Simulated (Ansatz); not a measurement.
Level of theory: DFT PBE, scalar-relativistic, plane waves, PAW in Ansatz 0.2.0. Settings: cutoff 420 eV, Γ-centred meshes spaced at most about 0.3 Å⁻¹ (2π included), Gaussian smearing. No spin polarisation in the final relaxations.

Temperature and zero-point effects are left out.

Two forms of AlGa2N3 were relaxed alike.

A.

```
CELL_PARAMETERS angstrom
2.97186 0.00000 0.00000
-1.48593 2.57371 0.00000
0.00000 0.00000 7.28632
ATOMIC_POSITIONS crystal
Al 0.00000 0.00000 0.50000
Ga 0.33333 0.66667 0.17000
Ga 0.66667 0.33333 0.83000
N 0.33333 0.66667 0.65746
N 0.66667 0.33333 0.34254
N 0.00000 0.00000 0.00000
```

B.

```
CELL_PARAMETERS angstrom
-1.59232 1.59232 6.73581
1.59232 -1.59232 6.73581
1.59232 1.59232 -6.73581
ATOMIC_POSITIONS crystal
Al 0.50000 0.50000 0.00000
Ga 0.83539 0.83539 0.00000
Ga 0.16461 0.16461 0.00000
N 0.42152 0.92152 0.50000
N 0.07848 0.57848 0.50000
N 0.75000 0.25000 0.50000
```

Question: Which form is favoured at zero pressure, and by what margin per atom?

Answer: B is lower, by 0.38 eV/atom. A has Al and Ga ordered on rock salt sites, space group P-3m1 (No. 164), 9.3 Å³/atom and a gap of 1.49 eV on its mesh; B has Al and Ga ordered on zinc blende sites, space group I-4m2 (No. 119), 11.4 Å³/atom and a gap of 2.24 eV. Counting N atoms around Al and Ga (those within 1.25 times the shortest such distance or 1.15 times the sum of covalent radii), A has Al 6, Ga 6 and B has Al 4, Ga 4. The lower one is the more open, so pressure narrows the difference. In A, Al has 6 N at 2.06 Å; around Ga lie 6 N at 2.12–2.13 Å; N on a site of symmetry 3m is surrounded by 3 Al at 2.06 Å and 3 Ga at 2.13 Å; 1 more site not described. In B, around Al lie 4 N at 1.91 Å; Ga is surrounded by 4 N at 1.96–1.97 Å; around N on a site of symmetry 2mm lie 2 Al at 1.91 Å and 2 Ga at 1.97 Å; 1 more site not described. Both come from invented guesses.

Kohn–Sham gaps at this level usually fall short of measured ones. With atoms moved at random, I-4m2 came back. Other cells relaxed within their symmetry can be saddle points.
